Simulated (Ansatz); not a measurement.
ZnAu:
```
ZnAu
1.0
    3.18652     0.00000     0.00000
    0.00000     3.18652     0.00000
    0.00000     0.00000     3.18652
Zn Au
1 1
Direct
  0.50000   0.50000   0.50000
  0.00000   0.00000   0.00000
```

Relaxed with PBE. Special points in fractions of this cell's reciprocal vectors: Γ (0.000, 0.000, 0.000); X (0.000, 0.500, 0.000); M (0.500, 0.500, 0.000); R (0.500, 0.500, 0.500).

Q: List the band energies nearest the Fermi level at these points for DFT-PBE in the program Ansatz with PAW potentials.

A: In eV from the Fermi level; about four levels below and three above (degenerate sets whole), none deeper than 8.9 eV; points with the same levels are listed once.

```json
[
 {"k": "Γ", "below": "-5.32 -5.32 -3.71 -3.71 -3.71", "above": "4.90 4.90 4.90"},
 {"k": "X", "below": "-4.80 -4.80 -3.84 -2.40", "above": "10.28 10.84 10.84"},
 {"k": "M", "below": "-4.04 -4.04 -3.15 -1.87 -1.87", "above": "0.69 2.25 10.16"},
 {"k": "R", "below": "-6.22 -6.22 -6.22 -3.10 -3.10", "above": "1.26 3.32 3.68 3.68 3.68"}
]
```

Space group Pm-3m (CsCl type). The PBE relaxation kept the symmetry of its start; of distortions, only those at the zone centre were tested. Spin–orbit coupling is left out wherever it is not named.

Potentials: the later of the program's two PAW sets.
